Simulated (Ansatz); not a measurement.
# Structures of Cd3I: which is lowest?

Plane-wave DFT in Ansatz with scalar-relativistic PAW potentials, cutoff 420 eV, Γ-centred meshes chosen by cell and gap, Gaussian smearing with energies taken to zero width. Every cell was relaxed (cell and atoms) in a run of its own, within the symmetry of its start. Functional: PBE.

Relaxed structures (starts from databases or built by putting these elements on another compound's sites):
A. Pm-3m, 4 atoms in the computed cell, a = 4.936 Å; sites (symmetry × multiplicity) Cd 4/mm.m × 3, I m-3m × 1; start: built
B. P4/mmm, 4 atoms in the computed cell, a = 5.446 Å, c = 4.032 Å; sites (symmetry × multiplicity) Cd 4/mmm × 1 + mmm. × 2, I 4/mmm × 1; start: built

**Question.** Rank them by energy. Could pressure change the order?

**Answer.**
| structure | group | E − E(lowest) (meV/atom) | V (Å³/atom) | gap on mesh (eV) |
| --- | --- | --- | --- | --- |
| B | P4/mmm | 0.0 | 29.90 | 0.00 |
| A | Pm-3m | 45 | 30.06 | 0.00 |

B is lowest, 45 meV/atom under A. The lowest is also the densest of these, so pressure wouldn't bring one of the others in at first order. Other structures may lie lower than all of these, and vibrations aren't counted.

Spin-orbit coupling is left out, which matters for the bands of heavy elements. Spin polarisation was left out, and a magnetic state may lie lower.